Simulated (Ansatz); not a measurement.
One crystal and one scan (frozen-phonon scan) at two levels, PBE (plane waves to 420 eV, PAW, scalar-relativistic; Ansatz, a quantum-chemistry and plane-wave program) and r2SCAN (plane waves to 500 eV, PAW, scalar-relativistic; Ansatz), each from its own relaxed cell and on its own mesh. The cell shown is that of PBE.

Relaxed Nb (bcc, W type):

```
Nb
1.0
   -3.30962     3.30962     3.30962
    1.65481    -1.65481     1.65481
    1.65481     1.65481    -1.65481
Nb
2
Direct
  0.00000   0.00000   0.00000
  0.50000   0.00000   0.00000
```

The atoms are displaced by Q × the pattern below (from a DFPT mode at N = (0.5, 0.0, 0.0), largest move 1; Q in Å), at fixed cell. (q is in reciprocal vectors of the primitive cell; the cell shown is doubled to hold the pattern.)

```tsv
atom	x	y	z
Nb1	1.000	0.000	0.000
Nb2	-1.000	0.000	0.000
```

Nb is run without spin polarisation. Nb was relaxed with its symmetry unable to fall. With partly filled bands, energies and forces of such displacements shift with the k mesh and the smearing. Percentages come from the unrounded values. Both scans cover Q from -0.100 to 0.100 Å.

Results of PBE:

```
Property                                                                                                                                          Result
----------------------------------------------------------------------------------------  --------------------------------------------------------------
Lattice constant a (Å)                                                                                                                             3.310
Energy at Q = 0.100 Å (meV/cell)                                                                                                                      90
Harmonic wavenumber from the curvature (finite differences) (cm⁻¹ (negative: imaginary))                                                             168
Space group of the distorted cell                                                                                      Cmcm (No. 63), lowered from Im-3m
Symmetry of the curve                                                                                                      even: the same for both signs
Shape of the curve                                                                        a single well with its minimum at or next to zero displacement
```

Estimate the r2SCAN values.


```
quantity                                                                                  r2SCAN     PBE − r2SCAN
----------------------------------------------------------------------------------------  ------  ---------------
Lattice constant a (Å)                                                                     3.303  +0.007 (+0.2 %)
Energy at Q = 0.100 Å (meV/cell)                                                              94        -4 (-4 %)
Harmonic wavenumber from the curvature (finite differences) (cm⁻¹ (negative: imaginary))     172        -4 (-2 %)
```

PBE gives the higher value for: lattice constant a. PBE gives the lower value for: energy at Q = 0.100 Å; harmonic wavenumber from the curvature. Both give the same space group of the distorted cell: Cmcm (No. 63), lowered from Im-3m.

(A displaced cell: forces are minus the slopes of the energy, force constants its curvatures, and phonons follow from these.)
